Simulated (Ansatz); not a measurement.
PbBrF:
```
PbBrF
1.0
    4.17399     0.00000     0.00000
    0.00000     4.17399     0.00000
    0.00000     0.00000     7.63566
Pb Br F
2 2 2
Cartesian
  0.00000   2.08700   6.17889
  2.08700   0.00000   1.45677
  2.08700   0.00000   4.97362
  0.00000   2.08700   2.66203
  2.08700   2.08700   0.00000
  0.00000   0.00000   0.00000
```

Relaxed with r²SCAN+D4. Special points in fractions of this cell's reciprocal vectors: Γ (0.000, 0.000, 0.000); X (0.000, 0.500, 0.000); M (0.500, 0.500, 0.000); Z (0.000, 0.000, 0.500); R (0.000, 0.500, 0.500); A (0.500, 0.500, 0.500).

### Question
List the band energies nearest the valence-band maximum at these points for r²SCAN+D4 with spin–orbit coupling in the plane-wave PAW code Ansatz.

### Answer
In eV from the valence-band maximum; about four levels below and three above (degenerate sets whole), none deeper than 8.9 eV; points with the same levels are listed once.

```csv
k,below,above
Γ,-0.85 -0.85 -0.33 -0.33,3.52 3.52 4.10 4.10
X,-0.31 -0.31 -0.31 -0.31,3.70 3.70 3.70 3.70
M,-0.84 -0.84 -0.84 -0.84,4.13 4.13 4.13 4.13
Z,-0.69 -0.69 0.00 0.00,2.64 2.64 3.97 3.97
R,-0.35 -0.35 -0.35 -0.35,3.55 3.55 3.55 3.55
A,-1.17 -1.17 -1.17 -1.17,4.30 4.30 4.30 4.30
```

Space group P4/nmm. The first step of the workflow began from a Materials Project structure, measured or hypothetical; the Crystallography Open Database files this formula in space group No. 129, but the cells were not matched. Its standing as an ambient phase is unchecked. The r²SCAN+D4 relaxation kept the symmetry of its start; its stability against distortions is not shown here.

Potentials: the later of the program's two PAW sets.
